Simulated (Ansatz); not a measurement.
Here is the system:

Li:
```yaml
crystal:
  lattice:
    - [5.57808, 0.00000, 0.00000]
    - [0.00000, 7.77760, 0.00000]
    - [0.00000, 0.00000, 2.91714]
  atoms:
    - { symbol: Li, position: [0.00000, 0.00000, 0.50000] }
    - { symbol: Li, position: [0.50000, 0.00000, 0.50000] }
    - { symbol: Li, position: [0.75000, 0.32138, 0.82122] }
    - { symbol: Li, position: [0.25000, 0.67862, 0.17878] }
    - { symbol: Li, position: [0.25000, 0.32138, 0.17878] }
    - { symbol: Li, position: [0.75000, 0.67862, 0.82122] }
```

This is the r²SCAN-relaxed structure.

Problem. All from DFT-r²SCAN in the program Ansatz with PAW potentials, unless another level is named. Predict the highest zone-centre frequency.

Solution. 11.22 THz.

Problem. What about the bulk modulus (Birch–Murnaghan fit)?

Solution. 12.2 GPa.

Space group Pmma. The first step of the workflow began from a Materials Project structure, measured or hypothetical; the Crystallography Open Database copy checked does not list it. It is not the phase usual at ambient conditions (space group No. 229). The r²SCAN relaxation kept the symmetry of its start. At this level the phase is dynamically unstable (imaginary phonons). As this level gives no gap, phonon frequencies hold no LO–TO term and depend on the k-mesh and smearing (Fermi–Dirac, 0.1 eV here).

Potentials: the earlier of the program's two PAW sets. The files were generated under PBE; for other functionals the program regenerates the frozen cores, and for LDA and PBEsol the local potential too.
